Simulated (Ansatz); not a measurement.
LuH₂ squeezed and stretched

A database entry relaxed whole under r2SCAN (Fm-3m):

```
Lu H
1.0
     0.00000    2.49687    2.49687
     2.49687    0.00000    2.49687
     2.49687    2.49687    0.00000
Lu H
1 2
Direct
  0.00000 0.00000 0.00000
  0.25000 0.25000 0.25000
  0.75000 0.75000 0.75000
```

The cell was scaled uniformly, its shape held, and the atoms relaxed at each volume with plane-wave PAW DFT (Ansatz 0.2.0; r2SCAN, 500 eV, 12×12×12 Γ-centred mesh, fermi-dirac occupations of width 0.100 eV; no spin, no spin-orbit coupling). One row is withheld.

```csv
volume (Å³/atom),energy over the lowest (meV/atom),pressure (GPa)
9.755,12.2,6.72
9.962,5.2,4.25
10.170,?,?
10.378,0.0,-0.02
10.585,1.3,-1.87
10.793,4.9,-3.55
11.000,10.5,-5.08
```

**Question.** Fit the pressures of the other rows to the third-order Birch-Murnaghan form.

**Answer.** With f = [(V₀/V)^(2/3) − 1]/2 and P = 3B₀f(1 + 2f)^(5/2)[1 + 3(B₀′ − 4)f/2], least squares gives V₀ = 10.38 Å³ an atom, B₀ = 97.1 GPa and B₀′ = 3.8; the rows miss the fit by less than 0.01 GPa. The slope of the energies differs from these pressures by less than 0.05 GPa.

**Question.** What does the withheld row hold?

**Answer.** The fit gives 2.01 GPa at 10.170 Å³; the run gave 2.01 GPa and 1.2 meV an atom.

Caveats: the shape of the cell was held; 0 K, fixed nuclei; the symmetry was kept, and this need not be the phase that is stable at 0 K; one mesh for all volumes; pressure is positive in compression.
